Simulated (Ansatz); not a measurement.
Ag:
```
Ag
1.0
    5.22647     0.00000     0.00000
    0.00000     5.22647     0.00000
    0.00000     0.00000     5.22647
Ag
8
Cartesian
  0.00000   0.00000   0.00000
  2.61323   2.61323   2.61323
  1.30662   0.00000   2.61323
  3.91985   0.00000   2.61323
  2.61323   1.30662   0.00000
  2.61323   3.91985   0.00000
  0.00000   2.61323   1.30662
  0.00000   2.61323   3.91985
```

Relaxed with r²SCAN.

Map the valence electron density (e/Å³), cut off at 5 on the plane through (0.000, 0.000, 0.000) spanned by u = [1, 0, 0] and v = [0, 1, 0] in lattice vectors, from the program Ansatz at the r²SCAN level (PAW).

x is the fraction of u, y of v (the angle between them is 90°; rows are the nearest grid lines); atoms in the plane: Ag at (0.00, 0.00), Ag at (0.50, 0.25), Ag at (0.50, 0.75).
```
|999931000000000000000139999|
|999930000000000000000039999|
|999520000001111100000025999|
|995210000013565310000012599|
|100000000279999972000000001|
|000000000399999993000000000|
|000000000399999993000000000|
|000000000279999972000000000|
|000000000149999941000000000|
|000000000013565310000000000|
|000000000001111100000000000|
|000000000000000000000000000|
|000000000000000000000000000|
|000000000001111100000000000|
|000000000013565310000000000|
|000000000149999941000000000|
|000000000279999972000000000|
|000000000399999993000000000|
|000000000399999993000000000|
|100000000279999972000000001|
|995210000013565310000012599|
|999520000001111100000025999|
|999930000000000000000039999|
|999931000000000000000139999|
```
Scale: ten equal steps from 0.116 (start of '0') to 5.00 (end of '9'), in the order '0123456789'; x runs from 0.000 to 1.00, y from 0.000 (bottom) to 1.00 (top).

The density is the valence pseudo-density with augmentation charge, so density and ELF within about 1 Å of a nucleus are not all-electron values.

Space group Pm-3n (A15 (β-W type)). The start of the workflow was typed in or built on a structure type; neither database checked (COD, Materials Project) lists it. It is not the phase usual at ambient conditions (space group No. 225). The cell was relaxed with r²SCAN under the symmetry of its start. At this level the phase is mechanically unstable. The run is not spin-polarised.

Potentials: the earlier of the program's two PAW sets.
